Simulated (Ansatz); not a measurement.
### Question
Name crystals whose computed values (plane-wave PAW r²SCAN (Ansatz code)) fall in these windows: B₀ by P(V) fit (GPa) 150 to 190; G_Hill (GPa) 68 to 82.

### Answer


```tsv
crystal	B₀ by P(V) fit (GPa)	G_Hill (GPa)
AlPd, P2_13 (Al on 4a, Pd on 4a)	165	73.8
AlN, Pm-3n (Al on 6c, N on 6d)	170	81.3
GaN, Pm-3n (Ga on 6c, N on 6d)	156	69.5
BaIrO3, cubic perovskite	186	80.7
InGaN2, P3m1 (In on 1a, Ga on 1c, N on 1c, N on 1a)	159	74.8
```
Others may fit too.

Typed or built starts, not in the databases checked: AlN, Pm-3n (Al on 6c, N on 6d); GaN, Pm-3n (Ga on 6c, N on 6d). Not the usual ambient phase: AlN, Pm-3n (Al on 6c, N on 6d); GaN, Pm-3n (Ga on 6c, N on 6d). Standing as an ambient phase not checked: AlPd, P2_13 (Al on 4a, Pd on 4a); BaIrO3, cubic perovskite; InGaN2, P3m1 (In on 1a, Ga on 1c, N on 1c, N on 1a). Perhaps ordered models of mixed-site phases: AlPd, P2_13 (Al on 4a, Pd on 4a). All cells were relaxed under the symmetry of their starts (and spin orders); stability against distortions was not tested throughout. Rows with no word on spin ran without spin polarisation. Spin–orbit coupling is left out wherever it is not named.

Potentials: the later of the program's two PAW sets.
